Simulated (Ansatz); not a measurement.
The relaxed structure here is a generated cell of SnSe: the first start was made by a random draw of sites in a space group, and the end was not matched to a known phase here, so it may be hypothetical. Known forms of SnSe include space group No. 62.

A relaxed structure of SnSe. Space group I4mm (No. 107). Calculation: r2SCAN (plane waves to 500 eV, PAW, scalar-relativistic; Ansatz, a first-principles code).

```xyz
2
Lattice="-2.1307 2.1307 3.0378 2.1307 -2.1307 3.0378 2.1307 2.1307 -3.0378" Properties=species:S:1:pos:R:3 pbc="T T T"
Se     0.0000     0.0000     1.7987
Sn     0.0000     0.0000     4.6337
```

Task: Estimate the band gap that r2SCAN returns for this input.

Result: 0.44 eV, direct within 0.03 eV (at 89 % of the way from P to N) (no spin-orbit coupling).

Task: What is the computed smallest direct gap (r2SCAN)?

Result: 0.47 eV at 89 % of the way from P to N.

No spin polarisation in the result.

The run could not lose the symmetry of its start: the end is stationary, and may be a saddle point rather than a minimum.
